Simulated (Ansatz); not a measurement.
Phonons of TiAl (P4/mmm)

```yaml
crystal:
  lattice:
    - [2.79545, 0.00000, 0.00000]
    - [0.00000, 2.79545, 0.00000]
    - [0.00000, 0.00000, 4.04130]
  atoms:
    - { symbol: Ti, position: [0.00000, 0.00000, 0.00000] }
    - { symbol: Al, position: [0.50000, 0.50000, 0.50000] }
```

The conventional cell has a = 2.795 Å, b = 2.795 Å, c = 4.041 Å, α = 90.00°, β = 90.00°, γ = 90.00°. Ti (atom 1) is surrounded by 4 Ti at 2.80 Å and 8 Al at 2.83 Å. Al (atom 2) is surrounded by 4 Al at 2.80 Å and 8 Ti at 2.83 Å.

Computed, not measured; unless marked otherwise by PBEsol, all-electron LAPW in Ansatz 0.2.0, scalar-relativistic. k mesh 14×14×10, Fermi-Dirac smearing of 0.100 eV, basis error target 0.5 meV/atom. The cell was relaxed by PAW under this functional.

Atoms are displaced by 0.01 Å in the smallest supercells that hold the wave vectors of a 2×2×2 mesh. Negative values stand for unstable modes.

**Question.** What are the phonon energies at the solved wave vectors, in meV?

**Answer.** 

| q | point | modes (meV) |
| --- | --- | --- |
| 0.000 0.000 0.000 | Gamma | 33.42 (×2), 38.47 |
| 0.500 0.000 0.000 | X | 18.48, 27.05, 27.47, 33.19, 36.78, 38.51 |
| 0.500 0.500 0.000 | M | 34.72 (×2), 36.05, 38.25, 40.77 (×2) |
| 0.000 0.000 0.500 | Z | 19.52, 22.68 (×2), 26.87 (×2), 36.08 |
| 0.500 0.000 0.500 | R | 19.58, 20.44, 26.44, 27.64, 40.80, 41.36 |
| 0.500 0.500 0.500 | A | 14.76, 33.26 (×2), 37.40 (×2), 38.65 |

**Question.** Is the structure dynamically stable at these wave vectors?

**Answer.** Yes, no mode is unstable there; wave vectors off this mesh aren't tested.

**Question.** How do the optical zone-centre modes decompose, and which are active?

**Answer.** Point group 4/mmm: Γ_opt = Eu + A2u.

```csv
label,meV,activity,mostly
Eu,33.42,IR,Al (64 %)
A2u,38.47,IR,Al (64 %)
```

In a metal the activity is that of symmetry alone; free carriers screen the infrared modes.

**Question.** How well do frozen-core PAW files reproduce these all-electron values?

**Answer.** With a cutoff of 420 eV and displacements of 0.0025 Å, the r.m.s. difference over the modes is 0.1 cm⁻¹; the largest difference is 118.6 (PAW) against 119.1 cm⁻¹ (LAPW).

**Question.** The cell is scaled evenly to 30.634 and 32.528 Å³ (from 31.581), with free atoms relaxed and the shape held, so these aren't the values under hydrostatic pressure. What are the mode Grüneisen parameters γ = −d ln ω/d ln V?

**Answer.** For the highest mode, 352.1 cm⁻¹ in the small cell and 316.0 in the large one give γ ≈ 1.80. From the change of the dynamical matrix on each mode:

```csv
point,cm⁻¹,γ
Gamma,269.6,1.43
Gamma,310.3,1.91
X,149.1,1.45
X,218.1,1.47
X,221.6,1.10
X,267.7,1.59
X,296.6,1.49
X,310.6,1.78
M,280.0,1.26
M,290.8,1.04
M,308.5,1.35
M,328.9,1.84
Z,157.4,1.79
Z,182.9,1.37
Z,216.7,1.37
Z,291.0,1.57
R,157.9,1.00
R,164.8,1.19
R,213.2,0.93
R,223.0,1.15
R,329.1,1.83
R,333.6,1.80
A,119.1,1.15
A,268.2,1.64
A,301.6,1.70
A,311.7,1.30
```

Weighted by the modes' heat capacities at 300 K, the mean on this mesh is 1.43; it moves with the q mesh, and a coarse one overweights the zone boundary.

Limits of these numbers: responses of metals move with mesh and smearing; the frozen-core PAW files of the compared runs were fitted under PBE, their cores solved anew for this functional.
